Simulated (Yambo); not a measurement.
Yambo run on Mg$_{2}$P$_{2}$O$_{7}$ (space group C2/m, No. 12). The wavefunctions come from this Quantum ESPRESSO step (PBEsol, PseudoDojo standard norm-conserving files, scalar-relativistic):

```
&CONTROL
  calculation = 'nscf'
  pseudo_dir = './pseudo'
  outdir = './out'
/
&SYSTEM
  ibrav = 0
  nat = 11
  ntyp = 3
  ecutwfc = 84.0
  ecutrho = 336.0
  occupations = 'fixed'
  force_symmorphic = .true.
  nbnd = 231
/
&ELECTRONS
  conv_thr = 1.1000000000000001e-08
  diago_full_acc = .true.
  diago_thr_init = 1e-08
/
ATOMIC_SPECIES
O 15.9990 O.upf
Mg 24.3050 Mg.upf
P 30.9738 P.upf
CELL_PARAMETERS angstrom
  3.220145000000  -4.138440000000   0.000000000000
  3.220145000000   4.138440000000   0.000000000000
 -1.052286000000   0.000000000000   4.373200000000
ATOMIC_POSITIONS crystal
O   0.925600000000   0.621260000000   0.279670000000
O   0.074400000000   0.378740000000   0.720330000000
O   0.378740000000   0.074400000000   0.720330000000
O   0.621260000000   0.925600000000   0.279670000000
O   0.000000000000   0.000000000000   0.000000000000
O   0.619070000000   0.619070000000   0.787220000000
O   0.380930000000   0.380930000000   0.212780000000
Mg   0.687930000000   0.312070000000   0.500000000000
Mg   0.312070000000   0.687930000000   0.500000000000
P   0.780090000000   0.780090000000   0.093250000000
P   0.219910000000   0.219910000000   0.906750000000
K_POINTS automatic
2 2 4 0 0 0
```

Yambo input:

```
rim_cut
gw0
dyson
el_el_corr
HF_and_locXC
ppa
em1d
RandQpts= 1000000
RandGvec= 1 Ry
EXXRLvcs= 84 Ry
VXCRLvcs= 336 Ry
Chimod= "HARTREE"
% BndsRnXp
 3 | 230 |
%
NGsBlkXp= 8 Ry
% LongDrXp
 1.0 | 1.0 | 1.0 |
%
PPAPntXp= 27.2114 eV
% GbndRnge
 1 | 230 |
%
GTermKind= "BG"
DysSolver= "n"
ExtendOut
% QPkrange
 1 | 1 | 36 | 37 |
 3 | 3 | 36 | 37 |
 4 | 4 | 36 | 37 |
 9 | 9 | 36 | 37 |
%
```

k points by index: 1 = Γ, 3 = (0, 0, -0.5), 4 = (0, -0.5, 0), 9 = (-0.5, -0.5, -0.5).

Table of the .qp output:

```
#    K-point    Band    Eo [eV]    E [eV]    E-Eo [eV]    Vxc [eV]    Vnlxc [eV]    Sc|Eo [eV]    Sc|E [eV]    dSc/dw|Eo [eV]    Re(Z)    Im(Z)
#
    1    36    -0.256410    -1.795177    -1.538767    -19.99250    -25.83548    3.961066    4.304206    -6.067673    0.817672    -0.977193E-3
    1    37    5.574025    6.707905    1.133880    -12.50601    -7.699167    -3.497445    -3.672968    -4.212032    0.865958    -0.718863E-3
    3    36    0.000000    -1.564191    -1.564191    -19.95550    -25.81151    3.940163    4.291827    -6.117319    0.816454    -0.998205E-3
    3    37    7.638623    8.998070    1.359448    -12.72029    -7.448134    -3.693989    -3.912707    -4.377734    0.861416    -0.757742E-3
    4    36    -0.412645    -1.988727    -1.576082    -19.78067    -25.64317    3.935489    4.286416    -6.058433    0.817899    -0.993639E-3
    4    37    7.578178    9.005534    1.427355    -13.45449    -8.210084    -3.581441    -3.817055    -4.491414    0.858326    -0.001228
    9    36    -0.213334    -1.820003    -1.606669    -19.64843    -25.55327    3.937181    4.298176    -6.113603    0.816545    -0.001014
    9    37    8.183582    9.813294    1.629712    -13.07154    -7.095853    -4.078321    -4.345980    -4.468921    0.858936    -0.679763E-3
```
(The two width columns are left out.) Convergence of these settings isn't established.

Geometry of the Materials Project entry, not relaxed at this level.
